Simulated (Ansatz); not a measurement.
InSe:
```xyz
4
Lattice="5.8491 2.0518 0.0000 -5.8491 2.0518 0.0000 -1.6644 0.0000 4.5401" Properties=species:S:1:pos:R:3 pbc="T T T"
In    -6.1290     2.0518     4.3536
In     4.4646     2.0518     0.1865
Se    -2.4330     2.0518     1.5606
Se     0.7685     2.0518     2.9795
```

Relaxed with r²SCAN+D4.

Q: Give the Bader charges and basin volumes of the independent atoms, r²SCAN+D4 (plane waves, PAW; program Ansatz).

A: 

```
atom  Bader charge (e)  Bader volume (Å³)
----  ----------------  -----------------
In1              +0.83               23.2
Se3              -0.83               31.2
```

Space group C2/m. The first step of the workflow began from a Materials Project structure, measured or hypothetical; the Crystallography Open Database copy checked does not list it. It is not the phase usual at ambient conditions (space group No. 194). Symmetry was held in the r²SCAN+D4 relaxation; whether a distortion lowers the energy is not shown.

Potentials: the later of the program's two PAW sets.
